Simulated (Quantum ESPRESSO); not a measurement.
Band energies of LiBr

```xyz
4
Lattice="4.0456 0.0000 0.0000 -2.0228 3.5036 0.0000 0.0000 0.0000 6.4821" Properties=species:S:1:pos:R:3 pbc="T T T"
Li     2.0228     1.1679     5.6902
Li     0.0000     2.3357     2.4491
Br     2.0228     1.1679     3.2227
Br     0.0000     2.3357     6.4638
```

LDA (pw.x of Quantum ESPRESSO, ONCV potentials, no spin-orbit coupling); path ΓMKΓALHA,LM,KH; energies in eV from the valence-band maximum.

```
k (1/Å)  point  band 6  band 7  band 8  band 9  band 10  band 11  band 12  band 13
-------  -----  ------  ------  ------  ------  -------  -------  -------  -------
0.00         Γ   -0.51   -0.51   -0.09   -0.09     0.00     4.82     6.82     8.44
0.34             -1.12   -0.75   -0.74   -0.19    -0.14     5.65     7.43     8.41
0.67             -1.71   -1.56   -1.08   -0.55    -0.39     6.45     7.00     7.72
0.90         M   -1.76   -1.47   -1.16   -0.78    -0.44     6.60     6.61     7.74
1.03             -1.73   -1.47   -1.21   -0.80    -0.53     6.63     6.82     7.71
1.41         K   -1.55   -1.55   -1.23   -1.06    -1.06     6.30     8.59     9.04
1.52             -1.65   -1.45   -1.25   -1.11    -0.93     6.35     8.38     8.74
1.83             -1.82   -1.50   -0.98   -0.64    -0.47     6.92     7.18     8.32
2.14             -0.97   -0.90   -0.53   -0.22    -0.12     5.57     7.49     8.32
2.45         Γ   -0.51   -0.51   -0.09   -0.09     0.00     4.82     6.82     8.44
2.57             -0.49   -0.49   -0.14   -0.10    -0.10     4.96     6.79     8.44
2.93         A   -1.46   -0.30   -0.30   -0.30    -0.30     6.20     6.20     8.70
3.23             -1.54   -0.63   -0.63   -0.45    -0.45     6.49     6.49     8.35
3.63             -2.16   -0.78   -0.78   -0.77    -0.77     6.15     6.15     8.51
3.83         L   -2.30   -0.83   -0.83   -0.75    -0.75     6.04     6.04     8.46
3.93             -2.28   -0.96   -0.96   -0.68    -0.68     6.14     6.14     8.50
4.25             -2.01   -1.64   -1.64   -0.54    -0.54     7.11     7.11     8.02
4.35         H   -1.91   -1.78   -1.78   -0.54    -0.54     7.31     7.31     7.80
4.63             -2.04   -1.32   -1.32   -0.58    -0.58     6.83     6.83     8.37
4.91             -1.74   -0.85   -0.85   -0.59    -0.59     6.64     6.64     8.30
5.20             -1.48   -0.46   -0.46   -0.37    -0.37     6.37     6.37     8.41
5.38         A   -1.46   -0.30   -0.30   -0.30    -0.30     6.20     6.20     8.70
5.38         L   -2.30   -0.83   -0.83   -0.75    -0.75     6.04     6.04     8.46
5.48             -2.20   -0.94   -0.91   -0.72    -0.66     5.94     6.24     8.41
5.77             -1.81   -1.42   -1.14   -0.74    -0.46     6.43     6.60     7.98
5.87         M   -1.76   -1.47   -1.16   -0.78    -0.44     6.60     6.61     7.74
5.87         K   -1.55   -1.55   -1.23   -1.06    -1.06     6.30     8.59     9.04
5.97             -1.61   -1.61   -1.26   -0.99    -0.99     6.37     8.57     8.69
6.35         H   -1.91   -1.78   -1.78   -0.54    -0.54     7.31     7.31     7.80
```

The LDA gap is direct, 4.82 eV at Γ.

Spin-orbit splittings are left out.

Geometry relaxed with LDA.

This is not the ordinary phase of the substance; no match was found in the copy of COD used, and its stability was not checked.
